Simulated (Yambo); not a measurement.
G0W0@PBEsol for PbI$_{2}$ (CdI2 type, space group P-3m1, No. 164) in Yambo (3×3×2 mesh, 7 Ry block, plasmon pole, screening fixed), without a terminator:

```
bands N in G  gap A → A (eV)  shift of the valence edge (eV)
------------  --------------  ------------------------------
128                    2.192                          -0.254
230                    2.215                          -0.510
366                    2.225                          -0.624
```

Question: Extrapolate both columns to infinite N with E(N) = E∞ + A/N, test the form, and compare with the terminator.

Answer: From two points, E∞ = (N2 E2 − N1 E1)/(N2 − N1). The two largest N give 2.24 eV for the gap and -0.82 eV for the shift; the two smallest give 2.24 eV and -0.83 eV. For the gap the slopes A are -6.6 and -6.2 eV: the 1/N form holds. For the shift the slopes A are 74 and 71 eV: the 1/N form holds. With the Bruneval-Gonze terminator and 366 bands the run gives 2.24 eV and -0.71 eV, 0.00 eV and 0.11 eV from the extrapolated values: the terminator too is an estimate of the remainder. Block, mesh and the bands in W are held fixed.

The standard potential for Pb keeps a d shell in the valence without the s and p states of that shell. In tests on such compounds this moved G0W0 gaps by up to about 0.9 eV, so absolute quasiparticle energies here are unreliable; differences between settings are what counts.

Spin-orbit coupling is included.

Geometry of the Materials Project entry, not relaxed at this level; primitive cell a = 4.6127 Å, b = 4.6127 Å, c = 7.2570 Å, α = 90.00°, β = 90.00°, γ = 120.00°.

A shift is the quasiparticle energy of the state minus its PBEsol energy.
